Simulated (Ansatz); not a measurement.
**W: energy along a strain**

W, Fm-3m, a = 4.060 Å (as given, not relaxed at this level: -12.6 GPa). This isn't the element's structure at ambient conditions. Ansatz: PBEsol, PAW, 420 eV, Γ-centred 20×20×20 mesh on 1 atom, Gaussian smearing 0.15 eV; no spin polarisation. Cell vectors (Å): 0.000 2.030 2.030; 2.030 0.000 2.030; 2.030 2.030 0.000. The cell is strained by x per cent times the pattern (0 0 0 1 0 0) in the order xx yy zz yz xz xy (engineering shears), with fractional coordinates held. y is the free energy over the start, V0 = 16.731 Å³/atom. Symmetry makes y even in x.

```tsv
x (%)	y (meV/atom)
-6.00	?
-3.00	-6.59
0.00	0.00
0.75	-0.47
1.50	-1.81
2.25	-3.90
3.75	-9.72
4.50	-13.16
5.25	-16.80
```

Q: Fit y = c2 x² + c4 x⁴ to the other rows, get the stiffness along the pattern, and predict the missing energy.

A: Least squares on the rows shown. y = −0.78502 x² + 0.0064400 x⁴. The clamped-ion stiffness p·C·p = 2 × -7.850 eV × 160.2 / 16.731 Å³ = -150 GPa, which is C44 in these axes (second derivative at the start, which stands under stress). With a term in x⁶ added, the coefficient of x² becomes -0.8206, 5 % more, which shows how far this figure hangs on the form. At x = -6.00 the fit asked for gives -19.91 meV/atom. The run gave -20.54 meV/atom, so the fit is 0.63 meV/atom too high, 3.1 % of the span of the series, against an rms of 0.07 meV/atom on the fitted rows. The row lies outside the fitted range. With a term in x⁶ added, a fit to the same known rows predicts -20.83 meV/atom, a smaller miss on the other side.

Spin–orbit coupling is left out, which can shift energies with elements as heavy as these.

Cost: 9 runs of about 1.4 core-minutes in all, on Arm Neoverse V2 (shared hosts).